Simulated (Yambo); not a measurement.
Yambo run on SrCl2 (fluorite, space group Fm-3m, No. 225). The wavefunctions are norm-conserving LDA (Quantum ESPRESSO, 68 Ry, no spin-orbit coupling) ones on a 4×4×4 mesh (12 occupied bands); a = b = c = 4.808 Å, α = β = γ = 60.00°.

Yambo input:

```
rim_cut
gw0
dyson
el_el_corr
HF_and_locXC
cohsex
em1s
RandQpts= 1000000
RandGvec= 1 Ry
EXXRLvcs= 68 Ry
VXCRLvcs= 272 Ry
Chimod= "HARTREE"
% BndsRnXs
 1 | 152 |
%
NGsBlkXs= 8 Ry
% LongDrXs
 1.0 | 1.0 | 1.0 |
%
ExtendOut
% QPkrange
 7 | 7 | 12 | 13 |
%
```

k points by index: 7 = X.

Resulting energies as the program prints them:

```
#    K-point    Band    Eo [eV]    E [eV]    E-Eo [eV]    Vxc [eV]    Vnlxc [eV]    Sc|Eo [eV]    Re(Z)    Im(Z)
#
    7    12    0.000000    -4.078658    -4.078658    -14.74971    -19.02702    0.198651    1.000000    0.000000
    7    13    5.103215    5.291996    0.188781    -9.102340    -4.353136    -4.560424    1.000000    0.000000
```
(The two width columns are left out.) Convergence of these settings isn't established.

Geometry relaxed with LDA.
